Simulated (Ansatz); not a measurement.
# Sensitivity of the gradients in GaSb with arsenic replacing Sb to the input

Cell: a supercell of GaSb (zinc blende type, F-43m) built from a structure deposited in the COD (the entry's cell lengths or inner coordinates differ somewhat from later room-temperature determinations), with all atoms left at the host's positions.

Space group F-43m (No. 216); a = 18.3540 Å.

```
site  Wyckoff  site symmetry       x       y       z
 Ga1      16e            .3m  0.4167  0.0833  0.4167
 Ga3      24g           2.mm  0.7500  0.0833  0.7500
 Ga5      48h            ..m  0.7500  0.9167  0.5833
Ga14       4d           -43m  0.7500  0.7500  0.7500
Ga18      16e            .3m  0.0833  0.5833  0.9167
  As       4a           -43m  0.5000  0.0000  0.5000
Sb29      48h            ..m  0.6667  0.0000  0.6667
Sb32      16e            .3m  0.8333  0.8333  0.6667
Sb36      16e            .3m  0.1667  0.6667  0.8333
Sb42      24f           2.mm  0.0000  0.6667  0.0000
```

One atom of each set is listed; the run and its k-mesh use a cell of 54 atoms with edges of 12.98, 12.98, 12.98 Å.

Reference run. Method: Kohn–Sham DFT in Ansatz, PBE, plane waves and PAW, scalar-relativistic, 420 eV cutoff, Γ-centred 2×2×2 k-points, Fermi–Dirac smearing 0.01 eV.

Task: The input is changed as follows: `total_charge`: not typed → -6; `scf.max_iter`: not typed → 100. What happens to V_zz (10²¹ V/m²) and η?

Result: 

```
site  V_zz reference  η reference  V_zz changed  η changed
 Ga1            2.29         0.00          1.86       0.00
 Ga3           0.059         0.00         0.087       0.94
 Ga5           0.034         0.79         0.028       0.84
Ga18          -0.004         0.00         0.049       0.00
  As            0.00            –          0.00          –
Sb29            0.50         0.66         -0.43       0.83
Sb32            0.11         0.00          0.21       0.00
Sb36           0.081         0.00        -0.006       0.00
Sb42          -0.081         0.67          0.15       0.37
```

The largest change of V_zz along a kept axis is on Ga1, from 2.29 to 1.86. In per cent, |V_zz| changes by -19 on Ga (all sites that start above 2). V_zz changes sign on Sb42 (same axis). On Sb29 the largest principal value lies along another axis in the second run, so the two V_zz can't be compared directly. Other sites without a gradient aren't listed. The changed cell holds a charge of -6 on a uniform background, so it isn't the same centre. SCF iterations: 7 and 13. The changed input holds a charge that the system can't hold, so its numbers aren't properties of the crystal.

On the reference run: The run isn't spin-polarised, and a state with spin may lie lower. The defect repeats with the cell of 54 atoms, so it feels its images: sites between two images don't show the values beside a lone defect, and zeros or small values of η there can come from the images' arrangement. The defect cell has no gap above 0.1 eV on its mesh, so the values can hang on the smearing and the k-mesh. Without spin–orbit coupling (the program notes it for Sb) the gradients can shift by some per cent, and by up to a factor of two as the program warns, since there is no gap. The neighbours have not yet relaxed around the defect (largest force 0.86 eV/Å), and relaxing can change the values around it severalfold.
